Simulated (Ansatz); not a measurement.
## BP: a run for the field gradients

```yaml
crystal:
  lattice:
    - [0.0, 2.269, 2.269]
    - [2.269, 0.0, 2.269]
    - [2.269, 2.269, 0.0]
  atoms:
    - { symbol: B, position: [0.0, 0.0, 0.0] }
    - { symbol: P, position: [0.25, 0.25, 0.25] }
kpoints:
  mp_grid: { grid: [10, 10, 10] }
scf:
  max_iter: 80
hamiltonian:
  xc: pbe
  pseudopotentials: { kind: paw }
output:
  forces: true
  stress: true
  populations: true
  efg: { quadrupole_moments_barn: { B: 0.04059 }, contact_densities: true }
```

```sh
ansatz run input.yaml --threads 1 --pin off --max-ram 2560MiB --backend cpu --events-out ev --progress --plain --runs-dir out
```

Q: What happens when this input is run?

A: The program refused the input. The input holds no occupation method. The program says:

```
Error: YAML parse error: `scf.occupations.method` is required: fixed only where the cell keeps a band gap throughout the run, explicit beside scf.occupations.values (under evaluate: without them), else a smearing such as fermi_dirac (scf.occupations.width is optional; its entry in the input reference gives the default)
```

Against a sound input the change was `scf.occupations`: {method: fermi_dirac, width: 0.02} → not typed; `scf.max_iter`: not typed → 80.
